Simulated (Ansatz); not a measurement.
NaTaO$_{3}$:
```xyz
20
Lattice="5.5250 0.0000 0.0000 0.0000 7.7819 0.0000 0.0000 0.0000 5.4655" Properties=species:S:1:pos:R:3 pbc="T T T"
Na     5.4012     5.8364     5.4454
Na     0.1238     1.9455     0.0201
Na     2.8863     1.9455     2.7126
Na     2.6387     5.8364     2.7529
Ta     0.0000     3.8909     2.7328
Ta     2.7625     3.8909     0.0000
Ta     2.7625     0.0000     0.0000
Ta     0.0000     0.0000     2.7328
O      4.3422     3.6288     1.1655
O      1.1828     4.1531     4.3000
O      3.9452     4.1531     3.8983
O      1.5797     3.6288     1.5673
O      1.5797     0.2622     1.5673
O      3.9452     7.5197     3.8983
O      1.1828     7.5197     4.3000
O      4.3422     0.2622     1.1655
O      2.8316     5.8364     0.3605
O      2.6934     1.9455     5.1050
O      5.4559     1.9455     3.0933
O      0.0691     5.8364     2.3723
```

Relaxed with PBEsol. Special points in fractions of this cell's reciprocal vectors: Γ (0.000, 0.000, 0.000); X (0.500, 0.000, 0.000); S (0.500, 0.500, 0.000); Y (0.000, 0.500, 0.000); Z (0.000, 0.000, 0.500); U (0.500, 0.000, 0.500); R (0.500, 0.500, 0.500); T (0.000, 0.500, 0.500).

### Question
List the band energies nearest the valence-band maximum at these points for DFT-PBEsol in the program Ansatz with PAW potentials.

### Answer
In eV from the valence-band maximum; about four levels below and three above (degenerate sets whole), none deeper than 8.9 eV; points with the same levels are listed once.

```
k                    below                above
-  -----------------------  -------------------
Γ   -0.20 -0.13 -0.05 0.00       2.69 2.70 2.78
X  -0.43 -0.43 -0.39 -0.39  4.07 4.07 4.20 4.20
S  -0.41 -0.41 -0.41 -0.41  4.71 4.71 4.71 4.71
Y  -0.39 -0.39 -0.06 -0.06  2.80 2.80 4.03 4.03
Z  -0.44 -0.44 -0.30 -0.30  4.12 4.12 4.13 4.13
U  -0.52 -0.52 -0.04 -0.04  2.78 2.78 4.88 4.88
R  -0.39 -0.39 -0.39 -0.39  4.11 4.11 4.11 4.11
T  -0.36 -0.36 -0.32 -0.32  4.74 4.74 4.75 4.75
```

Space group Pnma. The workflow started from a Materials Project entry (that database holds measured and hypothetical structures alike); the Crystallography Open Database files this formula in space group No. 62, but the cells were not matched. Its standing as an ambient phase is unchecked. Symmetry was held in the PBEsol relaxation; phonons on a q-mesh show no instability. No spin polarisation was allowed. Spin–orbit coupling is left out wherever it is not named.

Potentials: the later of the program's two PAW sets.
